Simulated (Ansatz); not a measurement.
Two states of VClO

```
CELL_PARAMETERS angstrom
3.57438 0.00000 0.00000
0.00000 3.56451 0.00000
0.00000 0.00000 7.57335
ATOMIC_POSITIONS crystal
V 0.00000 0.50000 0.07000
V 0.50000 0.00000 0.93000
O 0.00000 0.00000 0.94000
O 0.50000 0.50000 0.06000
Cl 0.00000 0.00000 0.30000
Cl 0.50000 0.50000 0.70000
```

Single point in Ansatz 0.2.0 with r2SCAN, with U = 7.64 eV and J = 0.54 eV on V d (all-electron-ortho-atomic projectors). Cutoff 500 eV, PAW datasets, 5×5×3 Γ-centred k mesh, fermi-dirac filling (width 0.1 eV).

State A: V1 along (0.00, 0.00, 1.00), V2 along (0.00, 0.00, -1.00) (spinors with spin-orbit coupling). State B: V1 along (-0.91, -0.40, -0.09), V2 along (-0.91, -0.40, -0.09) (spinors with spin-orbit coupling).

Q: Which state is lower, and how do they differ?

A: State A is lower by 15.3 meV an atom at zero smearing.

```tsv
state	free energy (meV/atom)	largest moment in a small sphere (μB)	net moment (μB/cell)	gap on mesh (eV)	pressure (GPa)	largest force (eV/Å)
A	0.0	1.65	0.00	2.69	26.7	4.65
B	15.3	1.72	4.00	2.94	27.3	4.95
```

Origin: a known structure type with other elements, at an estimated volume, so it need not be a known compound. Caveats: atoms or cell far from equilibrium; an odd or shifted mesh can miss the band edges, so this level's true gap may be smaller.
